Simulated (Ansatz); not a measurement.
Given:

Cu3Au:
```
CELL_PARAMETERS angstrom
      3.72381     5.26310     0.00000
     -3.72381     5.26310     0.00000
     -3.71255     0.00000     5.27253
ATOMIC_POSITIONS crystal
  Cu 0.37175 0.13632 0.73769
  Cu 0.61068 0.13210 0.49498
  Cu 0.61263 0.38737 0.73593
  Au 0.86458 0.86458 0.00000
  Cu 0.38737 0.61263 0.26407
  Cu 0.62432 0.62432 0.00000
  Cu 0.62825 0.86368 0.26231
  Cu 0.86790 0.38932 0.49498
  Cu 0.86368 0.62825 0.73769
  Cu 0.13210 0.61068 0.50502
  Au 0.14013 0.85987 0.75362
  Cu 0.37568 0.37568 0.00000
  Au 0.85987 0.14013 0.24638
  Au 0.13542 0.13542 0.00000
  Cu 0.13632 0.37175 0.26231
  Cu 0.38932 0.86790 0.50502
```

This is the PBEsol-relaxed structure.

Q: All from PBEsol in the plane-wave PAW code Ansatz, unless another level is named. Give the density of states at the Fermi level.

A: 0.30 states/eV per atom (mean over ±0.08 eV).

Q: And the formation energy from the elements (no fitted shifts)?

A: 0.0 kJ/mol of atoms.

Space group C2/m. The start of the workflow was typed in or built on a structure type; neither database checked (COD, Materials Project) lists it. It is not the phase usual at ambient conditions (space group No. 221). Symmetry was held in the PBEsol relaxation; its stability against distortions is not shown here. No spin polarisation was allowed. The references are the lowest solids computed at this level, not always the standard phases. Spin–orbit coupling is left out wherever it is not named.

Potentials: the earlier of the program's two PAW sets. The files were generated under PBE; for other functionals the program regenerates the frozen cores, and for LDA and PBEsol the local potential too.
